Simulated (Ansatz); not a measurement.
# Bands of NbCd3

```
Nb Cd
1.0
     4.21500    0.00000    0.00000
     0.00000    4.21500    0.00000
     0.00000    0.00000    4.21500
Nb Cd
1 3
Direct
  0.00000 0.00000 0.00000
  0.00000 0.50000 0.50000
  0.50000 0.00000 0.50000
  0.50000 0.50000 0.00000
```

Atoms are numbered in the order listed.

The geometry is COD entry 2310296, unchecked; take it as a test cell.

Spin polarisation is left out, and whether a magnetic state lies lower isn't shown here.

The calculation used DFT, PBE, all-electron LAPW, scalar-relativistic (Ansatz 0.2.0).

Settings: a Γ-centred 8×8×8 k mesh, Fermi–Dirac smearing of 0.03 eV, basis error target 1 meV/atom, no spin polarisation.

Points in fractions of the reciprocal vectors of this cell: Γ (0, 0, 0), X (0, 0.5, 0), M (0.5, 0.5, 0), R (0.5, 0.5, 0.5). The path joins them by straight lines in the order Γ–X–M–Γ–R–X–R–M; legs that retrace an earlier one aren't tabulated. Energies are in eV from the Fermi level.

Question: Metal or insulator at this level of theory?

Answer: No gap opens: metallic or semimetallic.

Question: Tabulate bands 38 to 45, counted from the lowest band of the run, along the path.

Answer: 
| k (1/Å) | point | band 38 | band 39 | band 40 | band 41 | band 42 | band 43 | band 44 | band 45 |
| --- | --- | --- | --- | --- | --- | --- | --- | --- | --- |
| 0.00 | Γ | -0.89 | -0.89 | 0.24 | 0.24 | 0.24 | 1.31 | 1.31 | 1.31 |
| 0.19 |  | -1.69 | -0.88 | -0.02 | -0.02 | 0.46 | 1.30 | 1.69 | 1.69 |
| 0.37 |  | -3.16 | -0.84 | -0.44 | -0.44 | 0.73 | 1.26 | 2.49 | 2.49 |
| 0.56 |  | -4.67 | -0.80 | -0.76 | -0.76 | 0.97 | 1.23 | 3.51 | 3.51 |
| 0.75 | X | -5.89 | -0.88 | -0.88 | -0.78 | 1.07 | 1.22 | 3.32 | 4.31 |
| 0.93 |  | -5.67 | -1.19 | -0.85 | -0.79 | 0.89 | 1.11 | 3.33 | 3.41 |
| 1.12 |  | -5.07 | -1.95 | -1.21 | -0.59 | 0.30 | 1.19 | 2.32 | 2.82 |
| 1.30 |  | -4.20 | -2.75 | -2.04 | -0.39 | -0.14 | 1.20 | 1.91 | 2.37 |
| 1.49 | M | -3.14 | -3.14 | -3.14 | -0.31 | -0.31 | 1.18 | 1.88 | 2.22 |
| 1.75 |  | -3.81 | -3.01 | -1.51 | -0.36 | -0.10 | 1.22 | 1.82 | 2.64 |
| 2.02 |  | -2.90 | -2.56 | -0.62 | -0.36 | 0.44 | 1.23 | 1.75 | 3.74 |
| 2.28 |  | -1.71 | -1.51 | -0.29 | -0.11 | 0.89 | 1.03 | 1.66 | 2.15 |
| 2.54 | Γ | -0.89 | -0.89 | 0.24 | 0.24 | 0.24 | 1.31 | 1.31 | 1.31 |
| 2.87 |  | -1.66 | -1.66 | -1.09 | 0.29 | 0.29 | 1.69 | 1.69 | 2.06 |
| 3.19 |  | -2.30 | -2.30 | -2.18 | -0.42 | -0.42 | 2.00 | 2.16 | 2.16 |
| 3.51 |  | -2.44 | -2.44 | -2.03 | -0.95 | -0.95 | 0.18 | 1.89 | 1.89 |
| 3.84 | R | -2.37 | -2.37 | -2.33 | -1.17 | -1.17 | -1.17 | 1.58 | 1.58 |
| 4.10 |  | -2.97 | -2.25 | -1.28 | -1.24 | -1.17 | -0.22 | 1.56 | 1.98 |
| 4.36 |  | -4.35 | -1.88 | -1.08 | -0.98 | -0.66 | 1.38 | 1.59 | 2.94 |
| 4.63 |  | -5.46 | -1.27 | -0.89 | -0.89 | 0.52 | 1.16 | 3.47 | 3.51 |
| 4.89 | X | -5.89 | -0.88 | -0.88 | -0.78 | 1.07 | 1.22 | 3.32 | 4.31 |
| 5.94 | R | -2.37 | -2.37 | -2.33 | -1.17 | -1.17 | -1.17 | 1.58 | 1.58 |
| 6.13 |  | -2.56 | -2.56 | -1.61 | -0.99 | -0.95 | -0.95 | 1.52 | 1.78 |
| 6.32 |  | -2.86 | -2.86 | -2.37 | -0.59 | -0.59 | 0.47 | 1.38 | 1.91 |
| 6.50 |  | -3.07 | -3.07 | -2.94 | -0.37 | -0.37 | 1.24 | 1.72 | 1.90 |
| 6.69 | M | -3.14 | -3.14 | -3.14 | -0.31 | -0.31 | 1.18 | 1.88 | 2.22 |
